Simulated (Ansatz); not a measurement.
# Computed properties of B4AsN3 (ordering on zincblende)

All numbers come from Ansatz. These are computed values for a non-magnetic cell that may be hypothetical; none is a measurement.

Structure: B4AsN3 as one 8-atom ordering (R3m) on the zincblende lattice, at its r2SCAN minimum. The symmetry is R3m (No. 160, trigonal); a = 2.754 Å, c = 27.750 Å in the conventional setting, 7.60 Å³ an atom. N is surrounded by 4 B at 1.54–1.67 Å; N is surrounded by 4 B at 1.55–1.67 Å; N is surrounded by 4 B at 1.56–1.66 Å; As is surrounded by 4 B at 1.88–2.09 Å and 6 As at 2.75 Å; B is surrounded by 4 N at 1.55–1.67 Å; B is surrounded by 4 N at 1.56–1.67 Å; B is surrounded by 3 N at 1.66 Å and 1 As at 2.09 Å; B is surrounded by 1 N at 1.54 Å and 3 As at 1.88 Å.

```yaml
crystal:
  lattice:
    - [1.37723, 0.79514, 9.25015]
    - [-1.37723, 0.79514, 9.25015]
    - [0.00000, -1.59028, 9.25015]
  atoms:
    - { symbol: N, position: [0.00801, 0.00801, 0.00801] }
    - { symbol: N, position: [0.74885, 0.74885, 0.74885] }
    - { symbol: N, position: [0.49002, 0.49002, 0.49002] }
    - { symbol: As, position: [0.24953, 0.24953, 0.24953] }
    - { symbol: B, position: [0.69296, 0.69296, 0.69296] }
    - { symbol: B, position: [0.43374, 0.43374, 0.43374] }
    - { symbol: B, position: [0.17426, 0.17426, 0.17426] }
    - { symbol: B, position: [0.95262, 0.95262, 0.95262] }
```

Band edges at fixed r2SCAN geometry:
```
  level    k mesh             gap (eV)  kind  edges  least direct gap (eV)       rough cost
    PBE  10×10×10  none (overlap 1.94)     –      –                      –  50 core-seconds
PBE+SOC  10×10×10  none (overlap 2.00)     –      –                      –   5 core-minutes
 r2SCAN  10×10×10  none (overlap 1.88)     –      –                      –  80 core-seconds
```
All runs use a smearing of 0.02 eV.
Wave cutoffs: 420 eV, 500 eV (r2SCAN).
Costs come from shared machines and give only the order; PBE's includes the band path. The runs had 4 threads of AMD EPYC (Zen 3), on a shared host.

r2SCAN gives no gap: the lowest nominally empty band dips 1.88 eV below the top of the last filled one (its bottom at F, the top at Γ), so the cell is a metal or semimetal at this level. With PBE+SOC the bands overlap by 2.00 eV (counted from 1, band 42 peaks at Γ and band 43 bottoms out at F): no gap.

No level opens a gap, but no hybrid is among them, and semilocal functionals can close a real gap.

Only the levels marked +SOC include spin-orbit coupling.
